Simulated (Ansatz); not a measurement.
W: do energies and stresses tell the same story?

Theory: DFT r2SCAN, scalar-relativistic, plane waves, PAW in Ansatz.

Cutoff 500 eV; k points 8×8×8 on the computed 8-atom cell (Γ-centred); Gaussian smearing, width 0.10 eV; no spin polarisation.

Relaxed cell: Pm-3n, a = 5.053 Å, b = 5.053 Å, c = 5.053 Å, α = 90.00°, β = 90.00°, γ = 90.00°, 8 atoms in the primitive cell. This form isn't the element's structure at ambient conditions.

Energies at zero smearing and pressures from the stress tensor, at volumes with shape and atoms relaxed:
| V (Å³/atom) | E − E(first) (meV/atom) | P (GPa) |
| --- | --- | --- |
| 14.192 | 0.00 | 52.47 |
| 14.676 | -133.29 | 36.16 |
| 15.160 | -220.91 | 22.18 |
| 15.644 | -269.38 | 10.22 |
| 16.127 | -284.35 | 0.00 |
| 16.611 | -270.76 | -8.73 |
| 17.095 | -232.81 | -16.20 |
| 17.740 | -150.30 | -24.51 |

Problem. Check P = −dE/dV between neighbouring volumes, and get the bulk modulus from the pressures alone.

Solution. With 1 eV/Å³ = 160.2 GPa:
| middle V (Å³/atom) | −ΔE/ΔV (GPa) | mean P (GPa) |
| --- | --- | --- |
| 14.434 | 44.139 | 44.313 |
| 14.918 | 29.016 | 29.168 |
| 15.402 | 16.049 | 16.198 |
| 15.886 | 4.957 | 5.107 |
| 16.369 | -4.498 | -4.367 |
| 16.853 | -12.568 | -12.465 |
| 17.418 | -20.494 | -20.352 |

The two differ by 0.17 GPa at most. The mean of two end pressures misses the average over a step by about ΔV² P″/12, up to 0.21 GPa here; with that taken off 0.03 GPa remains. The stress is the derivative of the free energy, not of the energy at zero smearing, and with free energies 0.00 GPa remains. Around V = 16.127 Å³/atom, the two neighbours give B = −V ΔP/ΔV = 16.127 × 18.95 / 0.968 = 315.8 GPa, against B0 = 314.4 GPa from the Birch–Murnaghan fit of the energies.

Spin–orbit coupling is left out, which can shift energies with elements as heavy as these.